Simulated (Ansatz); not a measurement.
Here is the system:

MgSnO₃:
Space group Pm-3m (No. 221); a = b = c = 3.951 Å, α = β = γ = 90.00°

```
atom  site  symmetry       x       y       z
----  ----  --------  ------  ------  ------
Mg      1a      m-3m  0.0000  0.0000  0.0000
Sn      1b      m-3m  0.5000  0.5000  0.5000
O       3c    4/mm.m  0.0000  0.5000  0.5000
```

This is the LDA-relaxed structure.

Task: All from the program Ansatz at the LDA level (PAW), unless another level is named. Predict the Young's modulus.

Result: 202 GPa.

Task: Predict the elastic constants (relaxed ions, GPa).

Result: C11 = 344, C12 = 95.9, C44 = 55.2.

A made-up cell: these elements were put on the sites of a structure type; neither database checked (COD, Materials Project) lists it. Its standing as an ambient phase is unchecked. The LDA relaxation kept the symmetry of its start. At this level the phase is dynamically unstable (imaginary phonons). Spin–orbit coupling is left out wherever it is not named.

Potentials: the earlier of the program's two PAW sets. The files were generated under PBE; for other functionals the program regenerates the frozen cores, and for LDA and PBEsol the local potential too.
